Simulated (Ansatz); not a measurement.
Ce (fcc, Cu type)

```yaml
crystal:
  lattice:
    - [0.00000, 2.36582, 2.36582]
    - [2.36582, 0.00000, 2.36582]
    - [2.36582, 2.36582, 0.00000]
  atoms:
    - { symbol: Ce, position: [0.00000, 0.00000, 0.00000] }
```

The volume is varied about the relaxed value V₀ at fixed cell shape. Symmetry pins the atoms to their sites.

Level of theory: PBE (plane waves to 420 eV, PAW, scalar-relativistic; Ansatz, a quantum-chemistry and plane-wave program). k mesh 17×17×17 (Γ-centred), Fermi-Dirac smearing 0.05 eV. Energies are smeared free energies. Ce is run without spin polarisation. Ce was relaxed with its symmetry unable to fall. The PAW data are Ansatz's earlier set. The relaxed volume of Ce is well below the measured one. The f-shell state is unchecked: a lower one may exist. ΔE is measured from the relaxed starting cell. The last digit holds for this mesh only.

```json
[
 {"V (Å³/atom)": "24.895", "ΔE (meV/atom)": "12.9"},
 {"V (Å³/atom)": "25.159", "ΔE (meV/atom)": "8.8"},
 {"V (Å³/atom)": "25.424", "ΔE (meV/atom)": "5.5"},
 {"V (Å³/atom)": "25.689", "ΔE (meV/atom)": "3.0"},
 {"V (Å³/atom)": "25.954", "ΔE (meV/atom)": "1.3"},
 {"V (Å³/atom)": "26.219", "ΔE (meV/atom)": "0.3"},
 {"V (Å³/atom)": "26.484", "ΔE (meV/atom)": "0.0"},
 {"V (Å³/atom)": "26.748", "ΔE (meV/atom)": "0.3"},
 {"V (Å³/atom)": "27.013", "ΔE (meV/atom)": "1.2"},
 {"V (Å³/atom)": "27.278", "ΔE (meV/atom)": "2.7"},
 {"V (Å³/atom)": "27.543", "ΔE (meV/atom)": "4.8"},
 {"V (Å³/atom)": "27.808", "ΔE (meV/atom)": "7.3"},
 {"V (Å³/atom)": "28.073", "ΔE (meV/atom)": "10.4"}
]
```

Question: What is the fitted pressure derivative B₀′?

Answer: 4.5.

Question: What bulk modulus B₀ follows from a third-order Birch-Murnaghan fit?

Answer: 38.7 GPa.

(Under strain, the slope of the energy per volume gives the stress and its curvature an elastic modulus.)
